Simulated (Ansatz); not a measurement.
## Calculated with Ansatz: CoTePb$_{2}$F$_{6}$, settings compared

Input:

```yaml
crystal:
  lattice:
    - [-2.978127, 2.978127, 4.210443]
    - [2.978127, -2.978127, 4.210443]
    - [2.978127, 2.978127, -4.210443]
  atoms:
    - { symbol: Pb, position: [0.25, 0.75, 0.5] }
    - { symbol: Pb, position: [0.75, 0.25, 0.5] }
    - { symbol: Co, position: [0.0, 0.0, 0.0] }
    - { symbol: Te, position: [0.5, 0.5, 0.0] }
    - { symbol: F, position: [0.26145, 0.26145, 0.5229] }
    - { symbol: F, position: [0.26145, 0.73855, 0.0] }
    - { symbol: F, position: [0.73855, 0.73855, 0.4771] }
    - { symbol: F, position: [0.73855, 0.26145, 0.0] }
    - { symbol: F, position: [0.2596, 0.2596, 0.0] }
    - { symbol: F, position: [0.7404, 0.7404, 0.0] }
  symmetry: { tolerance: 0.0003 }
kpoints:
  mp_grid: { grid: [4, 4, 4], shift: [0, 0, 0] }
magnetization:
  spin_polarized: false
scf:
  occupations: { method: fermi_dirac, width: 0.0572 }
hamiltonian:
  pseudopotentials: { kind: paw }
  xc: pbe
basis:
  ecutwfc: 420
output:
  forces: true
  stress: true
  eigenvalues: true
```

The command:

```bash
ansatz run input.yaml --threads 1 --pin off --max-ram 2560MiB --backend cpu --events-out ev --progress --plain --runs-dir out
```

Origin of the cell: a known structure type with other elements, at an estimated volume, so it need not be a known compound.

Output of this run (shortened):

```
Pseudopotentials: kind: paw
Pseudopotential: Pb, paw, valence charge 14, recommended cutoff 420 eV (normal), Pb.paw.azcp
Pseudopotential: Co, paw, valence charge 17, recommended cutoff 420 eV (normal), Co.paw.azcp
Pseudopotential: Te, paw, valence charge 16, recommended cutoff 420 eV (normal), Te.paw.azcp
Pseudopotential: F, paw, valence charge 7, recommended cutoff 420 eV (normal), F.paw.azcp
Functional definition: PBE
  exchange = pbe_x(kappa = kappa, mu = beta*pi^2/3)
  correlation = pbe_c(beta = beta)
Crystal: 10 atoms, lattice volume = 149.374 Å³
Basis set: ecut = 420 eV, 2891 PW (Γ), exchange–correlation on 80×80×80 points (8 copies of the dense FFT grid, shifted against one another)
Bands: 62, of which v1, the nominal top of the filled ones, is band 52 counted from 1 (51 counted from 0)
Symmetry: 16 space group operations
[… 10 lines left out …]
Initial density: superposition of atomic densities (neutral atoms: chi_scale 0, normalization atom), corrected by the library's trained network
Functional: x = pbe(κ = 0.804, μ = 0.219515), c = pbe(β = 0.066725)
SCF iter   1: F=—  HF=-40761.147843 eV  Δρ=9.43e-2  dr2=1.39e1  defer=5
SCF iter   2: F=—  HF=-40760.920665 eV  Δρ=4.66e-2  dr2=3.68e0  defer=8
SCF iter   3: F=—  HF=-40760.858023 eV  Δρ=7.97e-3  dr2=2.01e-2  defer=8
SCF iter   4: F=—  HF=-40760.876389 eV  Δρ=1.07e-2  dr2=3.57e-2  defer=16
SCF iter   5: F=—  HF=-40760.870017 eV  Δρ=1.98e-3  dr2=2.18e-3  defer=16
[… 2 lines left out …]
SCF iter   8: F=—  HF=-40760.869797 eV  Δρ=8.34e-5  dr2=1.12e-5  defer=16
SCF iter   9: F=—  HF=-40760.869797 eV  Δρ=1.32e-5  dr2=3.12e-7  defer=16
SCF iter  10: F=—  HF=-40760.869797 eV  Δρ=1.87e-5  dr2=5.71e-7
SCF iter  11: F=—  HF=-40760.869797 eV  Δρ=8.21e-6  dr2=1.09e-7
SCF iter  12: F=-40760.869797 eV  HF=-40760.869797 eV  Δρ=3.82e-7  dr2=2.25e-10
SCF 1 converged in 12 iterations: F = -40760.869797 eV  dr2 = 2.25e-10
SCF converged after 12 iterations
Free energy (F): -40760.869797 eV
Harris-Foulkes:  -40760.869797 eV  (|F-HF|=1.46e-11)
Internal energy: -40760.776190 eV  (E = F + TS)
E sigma→0 (E₀):  -40760.822993 eV
Entropy (-TS):   -0.093607 eV (-9.361 meV/atom)
Fermi energy:    11.283269 eV
--- Per-component energies (eV) ---
  E_band       = -796.134905
  E_kinetic    = 2457.630977
  E_local      = -10413.205060  (includes V_loc(G=0)·N_el)
  E_nonlocal   = 1304.425148
  E_hartree    = 4492.509827
  E_xc         = -1203.260714
  E_vxc        = -1186.878460  (∫ρ·V_xc dr)
  E_paw        = -28196.871689  (= ΣΔE_a)
  E_vpaw       = -1943.139928  (= ΣTr[D̂ρ^β])
  E_aug_tail   = 0.012174  (compensation charges beyond the density's cutoff)
  E_ewald      = -9202.016853
  E_smearing   = -0.093607  (= −TS)
  Σ components = -40760.869797   (vs F -40760.869797, Δ=0.00e0)
--- Forces (eV/Å), atoms counted from 1 ---
  atom   1  Pb     0.000000     0.000000     0.000000
  atom   2  Pb     0.000000     0.000000     0.000000
  atom   3  Co     0.000000     0.000000    -0.000000
[… 2 lines left out …]
  atom   6  F      1.934914    -1.934914     0.000000
  atom   7  F      1.934914     1.934914     0.000000
  atom   8  F     -1.934914     1.934914     0.000000
  atom   9  F      0.000000    -0.000000    -2.568388
  atom  10  F     -0.000000    -0.000000     2.568388
  max |Σ_I F_I| component: 2.16e-16 eV/Å
--- Stress (GPa, compression-positive) ---
       19.263983       0.000000       0.000000
        0.000000      19.263983       0.000000
       -0.000000       0.000000      18.531444
  P = ⅓ Tr σ = 19.0198 GPa (190.198 kbar)
```

The same input was run again with these changes:

1. `basis.ecutrho_ratio` default → 6; `basis.xc_grid` default → 1
2. `total_charge` default → 1; `kpoints.mp_grid.grid` [4, 4, 4] → [3, 3, 3]
3. `hamiltonian.pseudopotentials` { kind: paw } → { kind: nc, accuracy: standard }; `scf.occupations.width` 0.0572 → 0.2; `accuracy` default → medium
4. `basis.xc_grid` default → 1; `scf.occupations.width` 0.0572 → 0.3; `basis.ecutrho_ratio` default → 8

```csv
run,end,SCF iterations,P (GPa),max force component (eV/Å),gap on mesh (eV),moment (μB),ΔE(σ→0) (meV/atom)
base,converged,12,19.02,2.568,–,–,0
1,converged,11,19.02,2.569,–,–,-0.01
2,converged,16,–,2.390,none,–,–
3,converged,16,15.44,3.737,–,–,–
4,converged,11,20.40,2.457,–,–,-14.19
```

Energies are compared only where functional, datasets, charge and starting cell are the same.

Not properties of the system: run 2 (too coarse or loose: `kpoints.mp_grid.grid` = [3, 3, 3]), run 3 (too coarse or loose: `scf.occupations.width` = 0.2), run 4 (too coarse or loose: `scf.occupations.width` = 0.3).

Caveats of the base run: no spin polarisation, so a magnetic state may lie lower; no spin-orbit coupling, though heavy elements are present; the k mesh is coarse if the cell is a metal.

Run 2: charged cell with a uniform background, whose pressure depends on convention.
Run 3: the cutoff lies below the datasets' advice; wide smearing.
Run 4: wide smearing.

Time of the base run: 11 s on 1 thread of Arm Neoverse V1, with other jobs on the host, peak memory 0.47 GiB, from the program's own first density.
